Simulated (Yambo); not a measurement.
Yambo run on ZnCl2 (space group P4_2/nmc, No. 137). The wavefunctions come from this Quantum ESPRESSO step (PBEsol, PseudoDojo standard norm-conserving files, scalar-relativistic):

```
&CONTROL
  calculation = 'nscf'
  pseudo_dir = './pseudo'
  outdir = './out'
/
&SYSTEM
  ibrav = 0
  nat = 6
  ntyp = 2
  ecutwfc = 84.0
  ecutrho = 336.0
  occupations = 'fixed'
  force_symmorphic = .true.
  nbnd = 222
/
&ELECTRONS
  conv_thr = 6.000000000000001e-09
  diago_full_acc = .true.
  diago_thr_init = 1e-08
/
ATOMIC_SPECIES
Cl 35.4500 Cl.upf
Zn 65.3800 Zn.upf
CELL_PARAMETERS angstrom
  3.678584900000   0.000000000000   0.000000000000
  0.000000000000   3.678584900000   0.000000000000
  0.000000000000   0.000000000000  10.747478663000
ATOMIC_POSITIONS crystal
Cl   0.500000000000   0.000000000000   0.126769978200
Cl   0.500000000000   0.000000000000   0.626769978200
Cl   0.000000000000   0.500000000000   0.373230021800
Cl   0.000000000000   0.500000000000   0.873230021800
Zn   0.000000000000   0.000000000000   0.000000000000
Zn   0.500000000000   0.500000000000   0.500000000000
K_POINTS automatic
4 4 1 0 0 0
```

Yambo input:

```
rim_cut
gw0
dyson
el_el_corr
HF_and_locXC
ppa
em1d
RandQpts= 1000000
RandGvec= 1 Ry
EXXRLvcs= 84 Ry
VXCRLvcs= 336 Ry
Chimod= "HARTREE"
% BndsRnXp
 9 | 221 |
%
NGsBlkXp= 7 Ry
% LongDrXp
 1.0 | 1.0 | 1.0 |
%
PPAPntXp= 27.2114 eV
% GbndRnge
 1 | 221 |
%
GTermKind= "BG"
DysSolver= "n"
ExtendOut
% QPkrange
 1 | 1 | 34 | 35 |
 3 | 3 | 34 | 35 |
 6 | 6 | 34 | 35 |
%
```

k points by index: 1 = Γ, 3 = X, 6 = M.

Resulting energies as the program prints them:

```
#    K-point    Band    Eo [eV]    E [eV]    E-Eo [eV]    Vxc [eV]    Vnlxc [eV]    Sc|Eo [eV]    Sc|E [eV]    dSc/dw|Eo [eV]    Re(Z)    Im(Z)
#
    1    34    0.000000    -1.632928    -1.632928    -16.32314    -20.91970    2.566511    2.963633    -6.617250    0.804387    -0.001235
    1    35    3.672423    4.577267    0.904844    -11.32741    -6.937241    -3.313483    -3.485330    -5.167443    0.840405    -0.001056
    3    34    -0.181783    -1.871053    -1.689270    -15.12506    -19.85040    2.618559    3.036073    -6.724988    0.801833    -0.001270
    3    35    5.133964    6.319644    1.185680    -12.62546    -7.688278    -3.516148    -3.751505    -5.400987    0.834387    -0.001095
    6    34    -1.120924    -2.893988    -1.773064    -13.71745    -18.60754    2.675794    3.117022    -6.771079    0.800746    -0.001296
    6    35    6.089574    6.885262    0.795689    -9.404238    -5.182443    -3.286179    -3.426106    -4.784754    0.850457    -0.927239E-3
```
(The two width columns are left out.) Convergence of these settings isn't established.

Geometry relaxed with PBE+D3(BJ).
